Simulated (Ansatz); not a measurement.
# Data sheet: HfGeO₃ (DFT)

HfGeO$_{3}$:
Space group P4mm (No. 99); a = 4.0159 Å, b = 4.0159 Å, c = 4.2504 Å, α = 90.00°, β = 90.00°, γ = 90.00°

```csv
atom,site,symmetry,x,y,z
Hf,1b,4mm,0.5000,0.5000,0.5676
Ge,1a,4mm,0.0000,0.0000,0.1940
O,2c,2mm.,0.0000,0.5000,0.4556
O,1b,4mm,0.5000,0.5000,0.0173
```

Space group P4mm (No. 99); conventional cell a = b = 4.0159 Å, c = 4.2504 Å, α = β = γ = 90.00°.

Method: plane-wave PAW r²SCAN (Ansatz code). Structure relaxed to zero pressure with the same functional. Other levels are named where they apply.

### Cell and energy

```yaml
volume_per_atom: 13.71 Å³
density: 7.25 g/cm³
Formation energy from the elements (no fitted shifts): -2401 meV/atom
```

### Electronic structure

```yaml
band_gap: 1.66 eV (indirect)
valence_band_maximum: at X
conduction_band_minimum: at Z
smallest_direct_gap_on_the_standard_path: 2.70 eV
electron_effective_mass: 0.47, 0.54, 0.54 mₑ (principal values)
hole_effective_mass: 0.46, 0.85, 1.6 mₑ (principal values)
Hole effective mass with spin–orbit coupling: 0.46, 0.86, 1.6 mₑ (principal values)
HSE06 gap on the r²SCAN cell: 2.33 eV
Gap with spin–orbit coupling: 1.66 eV
```

### Charges

```yaml
bader_charges: Hf +2.68, Ge +1.31, O -1.34 to -1.32 e
```

The start of the workflow was typed in or built on a structure type; neither database checked (COD, Materials Project) lists it. Whether it is the stable phase at ambient conditions was not checked. The cell was relaxed with r²SCAN under the symmetry of its start; whether a distortion lowers the energy is not shown. The run is not spin-polarised. The references are the lowest solids computed at this level, not always the standard phases (solids in place of the gases). Spin–orbit coupling is left out wherever it is not named.

Potentials: the later of the program's two PAW sets.
